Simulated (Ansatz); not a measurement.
## Equation of state of Cu from a dense series

```
CELL_PARAMETERS angstrom
0.00000 1.80750 1.80750
1.80750 0.00000 1.80750
1.80750 1.80750 0.00000
ATOMIC_POSITIONS crystal
Cu 0.00000 0.00000 0.00000
```

The cell comes from COD entry 5000216, which wasn't checked; take it as a given geometry.

All numbers below come from DFT, PBEsol, all-electron LAPW, scalar-relativistic in Ansatz 0.2.0.

The runs use a Γ-centred 19×19×19 k mesh, Fermi–Dirac smearing of 0.08 eV, basis error target 0.25 meV/atom, no spin polarisation.

The cell is scaled evenly. Fractional coordinates are held (clamped ions).

```tsv
V (Å³/atom)	P (GPa)
11.108	3.16
11.338	-0.43
11.456	-2.10
11.574	-3.68
11.692	-5.15
11.810	-6.54
11.929	-7.84
12.047	-9.06
12.165	-10.21
12.283	-11.28
12.519	-13.24
```

(1) Fit a third-order Birch–Murnaghan curve to the pressures.

(2) Predict the pressure at the withheld volume, 11.102 Å³/atom.

Results:

(1) P = (3B0/2)(y^(7/2) − y^(5/2))[1 + (3/4)(B0′ − 4)(y − 1)] with y = (V0/V)^(2/3) fits within 0.01 GPa for V0 = 11.309 Å³/atom, B0 = 168.1 GPa and B0′ = 5.03.

(2) There y = 1.0124, so the fit gives 3.26 GPa; the run gave 3.26 GPa.
